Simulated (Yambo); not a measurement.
Absorption of KF (rock salt, space group Fm-3m, No. 225) under isotropic strain of +2 % on all lattice vectors with and without the electron-hole interaction (Yambo, PBEsol bands; 10×10×10 mesh, 3 valence and 1 conduction bands, static screening with 21 bands and a 4 Ry block, scissor 3.85 eV, Tamm-Dancoff; field along x).

```
E (eV)  Im ε, BSE  Im ε, independent quasiparticles
------  ---------  --------------------------------
7.27         0.07                              0.01
7.38         0.08                              0.01
7.48         0.10                              0.01
7.58         0.13                              0.01
7.68         0.17                              0.01
7.78         0.24                              0.01
7.88         0.37                              0.01
7.98         0.61                              0.01
8.08         1.13                              0.01
8.18         2.11                              0.01
8.28         2.41                              0.01
8.38         1.42                              0.01
8.48         0.75                              0.01
8.58         0.45                              0.01
8.68         0.30                              0.02
8.78         0.23                              0.02
8.88         0.19                              0.02
8.98         0.18                              0.02
9.08         0.22                              0.02
9.18         0.28                              0.03
9.28         0.30                              0.03
9.38         0.28                              0.04
9.48         0.36                              0.05
9.58         0.44                              0.06
9.68         0.36                              0.09
9.78         0.27                              0.12
9.88         0.24                              0.17
9.98         0.28                              0.28
10.08        0.36                              0.36
10.18        0.43                              0.31
10.28        0.62                              0.27
10.39        0.92                              0.31
10.49        1.20                              0.38
10.59        0.92                              0.46
10.69        0.54                              0.56
10.79        0.38                              0.52
10.89        0.31                              0.46
10.99        0.29                              0.43
11.09        0.28                              0.40
11.19        0.23                              0.45
11.29        0.25                              0.60
11.39        0.29                              0.63
11.49        0.24                              0.55
11.59        0.22                              0.59
11.69        0.23                              0.71
11.79        0.21                              0.63
11.89        0.21                              0.53
11.99        0.19                              0.57
12.09        0.16                              0.71
12.19        0.14                              0.90
12.29        0.11                              0.96
12.39        0.09                              0.95
12.49        0.08                              0.91
12.59        0.07                              0.87
```

The scissor comes from a G0W0 run whose convergence isn't established. Broadening 0.15 eV. The band window holds all transitions up to 12.6 eV. Fine structure above the onset can come from the mesh.

Geometry strained from the cell relaxed with PBEsol, atoms relaxed again; primitive cell a = b = c = 3.8239 Å, α = β = γ = 60.00°.
